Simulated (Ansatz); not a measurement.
Ge (diamond)

```xyz
2
Lattice="0.0000 2.8363 2.8363 2.8363 0.0000 2.8363 2.8363 2.8363 0.0000" Properties=species:S:1:pos:R:3 pbc="T T T"
Ge     2.8363     2.8363     2.8363
Ge     4.2545     4.2545     4.2545
```

Scan: atom 2 (Ge, nearest neighbour Ge at 2.456 Å; its periodic images, 4.0 Å or more away, move with it) is displaced along Cartesian [111], direction (0.577, 0.577, 0.577) in Cartesian axes, by s. The other atoms stay.

The numbers are results of r2SCAN (plane waves to 500 eV, PAW, scalar-relativistic; Ansatz, a first-principles code), not measurements. k mesh 8×8×8 (Γ-centred), Fermi-Dirac smearing 0.05 eV. E stands for the smeared free energy. As the smearing reaches across the gap at some points, energies and forces of such displacements shift with the k mesh and the smearing. Ge was relaxed with its symmetry unable to fall. The PAW data are Ansatz's earlier set. ΔE is measured from the undisplaced structure. The last digit holds for this mesh only.

```
s (Å)   ΔE (meV/cell)
------  -------------
-0.250          451.2
-0.200       withheld
-0.150          149.8
-0.100           64.0
-0.050           15.4
0.000             0.0
0.050            13.8
0.100            52.1
0.150           110.8
0.200           185.6
0.250           272.6
```

Problem. Fit a polynomial form (powers 2, 3, 4) to the given rows and predict ΔE at s = -0.200.

Solution. Least squares on the 10 given rows: ΔE = (5791)·s² + (-5723)·s³ + (-21.56)·s⁴, in meV/cell with s in Å; root-mean-square residual 0.18 meV/cell. At -0.200 the fit gives 277.4 meV/cell; the calculation gives 277.5 meV/cell, so the interpolation is off by -0.1 (-0.0 %). The quadratic term alone would give 231.6 meV/cell.

(A displaced cell: forces are minus the slopes of the energy, force constants its curvatures, and phonons follow from these.)
